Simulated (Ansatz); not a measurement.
Sn₂PbS₃ (Cmc2_1) at 2 levels of theory

One geometry, relaxed with PBE; plane waves with PAW potentials in Ansatz, scalar-relativistic. No spin polarisation. Gaps are the least over mesh and band path; pressure is positive in compression.

```cif
data_structure
_symmetry_space_group_name_H-M 'Cmc2_1'
_symmetry_Int_Tables_number 36
_cell_length_a 12.3082
_cell_length_b 11.8924
_cell_length_c 4.3416
_cell_angle_alpha 90.000
_cell_angle_beta 90.000
_cell_angle_gamma 90.000
_cell_volume 635.50
loop_
_atom_site_label
_atom_site_type_symbol
_atom_site_symmetry_multiplicity
_atom_site_Wyckoff_symbol
_atom_site_fract_x
_atom_site_fract_y
_atom_site_fract_z
_atom_site_occupancy
Sn1 Sn 8 b 0.66725 0.87366 0.29836 1
Pb1 Pb 4 a 0.50000 0.36932 0.27118 1
S1 S 4 a 0.50000 0.14429 0.20335 1
S2 S 8 b 0.16872 0.15457 0.21426 1
```

```csv
level,cutoff (eV),k mesh,gap (eV),pressure (GPa)
PBE,420,4×4×6,0.95,0.0
```

**Question.** What comes out on the same cell with r2SCAN?

**Answer.**
```tsv
level	cutoff (eV)	k mesh	gap (eV)	pressure (GPa)
r2SCAN	500	4×4×6	1.15	-1.2
```

Spin-orbit coupling matters for the bands of heavy elements and is left out. The cell holds layers, chains or molecules and no dispersion correction was added, so their binding is poorly described.

The structure comes from a generated guess; another structure or a mixture of phases may lie lower.
